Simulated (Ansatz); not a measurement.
Cr (bcc (W type)), relaxed and computed with several functionals in Ansatz (plane waves, PAW).

```tsv
functional	a (Å)	K_Hill (GPa)	G_Hill (GPa)	Θ_D (K)	spin order and moments (μB)
r²SCAN+D4	2.945	110	125	597	antiferromagnetic; net 0.00 per atom; largest site about 2.7
r²SCAN	2.959	105	121	590	antiferromagnetic; net 0.00 per atom; largest site about 2.8
PBE+D3(BJ)	2.832	205	134	616	antiferromagnetic; net 0.00 per atom; largest site about 0.9
PBE	2.866	179	124	596	antiferromagnetic; net 0.00 per atom; largest site about 1.1
```

Spin orders computed, not proven ground states: Cr, bcc (W type) with r²SCAN+D4 antiferromagnetic; Cr, bcc (W type) with r²SCAN antiferromagnetic; Cr, bcc (W type) with PBE+D3(BJ) antiferromagnetic; Cr, bcc (W type) with PBE antiferromagnetic. All cells were relaxed under the symmetry of their starts (and spin orders); stability against distortions was not tested throughout.

Potentials: the later of the program's two PAW sets.

Ansatz (a first-principles code) is a plane-wave DFT program.
